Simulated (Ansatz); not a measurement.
# Compressing Cr2N: a fit and a missing row

Cr2N, P-31m, a = 4.721 Å, c = 4.356 Å. The structure is a COD entry; whether it is the stable form wasn't checked. Ansatz: PBEsol, PAW, 420 eV, Γ-centred 12×12×8 mesh on 9 atoms, Gaussian smearing 0.10 eV; no spin polarisation. Shape and atoms are relaxed at each volume; pressure is positive in compression.

| V (Å³/atom) | P (GPa) |
| --- | --- |
| 8.219 | 53.69 |
| 8.499 | 36.79 |
| 8.779 | ? |
| 9.059 | 10.30 |
| 9.339 | 0.00 |
| 9.620 | -8.68 |
| 9.900 | -15.99 |
| 10.273 | -23.91 |

**Question.** Take V0 = 9.339 Å³/atom, fit the third-order Birch–Murnaghan form to the other rows, and predict the missing pressure.

**Answer.** With the Eulerian strain f = ½[(V0/V)^(2/3) − 1] and y = P/[3f(1 + 2f)^(5/2)], the form is the line y = B0 + 1.5 B0 (B0′ − 4) f. Rows (f, y): 0.04445, 325.4; 0.03242, 323.3; 0.01025, 318.4; -0.00978, 310.8; -0.01907, 308.0; -0.03078, 303.5. Means f = 0.004582, y = 314.90; Σ(Δf)² = 0.004413, ΣΔfΔy = 1.298; the slope is their ratio. y = 313.6 + 294.0 f GPa, so B0 = 313.6 GPa and B0′ = 4 + 2 × (294.0)/(3 × 313.6) = 4.62. At V = 8.779, f = 0.02104, y = 319.79 and P = 22.38 GPa. The run gave 22.46 GPa, so the fit is 0.08 GPa too low, within the rms miss on the fitted rows (0.09 GPa).

Spin polarisation was left out, and a magnetic state may lie lower.

Cost: 8 runs of about 29 core-minutes in all, on Intel Xeon Platinum 8259CL (Skylake/Cascade Lake) (shared hosts).